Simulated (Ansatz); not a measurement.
NbAs in space group I4_1md (No. 109; Nb on 4a, As on 4a) under volume change, PBE in the plane-wave PAW code Ansatz, shape and atoms relaxed at each volume.

```
V (Å³/atom)  E − E(relaxed) (meV/atom)  P (GPa)
-----------  -------------------------  -------
16.125                            84.6    18.50
16.657                            35.5    11.32
17.189                             ___      ___
17.720                             0.0     0.00
18.252                             7.5    -4.43
18.784                            28.7    -8.21
19.315                             ___      ___
```

Q: What belongs in the gaps?

A: 
- 19.315, E − E(relaxed) (meV/atom): 61.4
- 19.315, P (GPa): -11.41
- 17.189, E − E(relaxed) (meV/atom): 8.4
- 17.189, P (GPa): 5.20

Q: What does a third-order Birch–Murnaghan fit give for V₀, B₀ and B′?

A: V₀ = 17.72 Å³/atom, B₀ = 160 GPa, B′ = 4.4.

Symmetry was held in the PBE relaxation; of distortions, only those at the zone centre were tested. No spin polarisation was allowed. Spin–orbit coupling is left out wherever it is not named.

Potentials: the later of the program's two PAW sets.
